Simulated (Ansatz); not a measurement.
Here is the system:

BeS:
```xyz
4
Lattice="3.2915 0.0000 0.0000 0.0000 3.2915 0.0000 0.0000 0.0000 5.9127" Properties=species:S:1:pos:R:3 pbc="T T T"
Be     0.0000     1.6457     0.0000
Be     1.6457     0.0000     2.9564
S      0.0000     0.0000     1.4782
S      0.0000     0.0000     4.4345
```

This is the PBE-relaxed structure.

**Question.** All from PBE in the plane-wave PAW code Ansatz, unless another level is named. Estimate the electronic character.

**Answer.** metallic (no gap).

**Question.** What about the density of states at the Fermi level?

**Answer.** 0.21 states/eV per atom (mean over ±0.08 eV).

**Question.** Predict the formation energy from the elements (no fitted shifts).

**Answer.** -0.28 eV/atom.

Space group P4_2/mmc. The cell is a constructed one: a structure type filled with these elements; neither database checked (COD, Materials Project) lists it. COD files the formula under space group No. 216, so this cell is another polymorph or a model. Whether it is the stable phase at ambient conditions was not checked. The cell was relaxed with PBE under the symmetry of its start; whether a distortion lowers the energy is not shown. The references are the lowest solids computed at this level, not always the standard phases.

Potentials: the later of the program's two PAW sets.
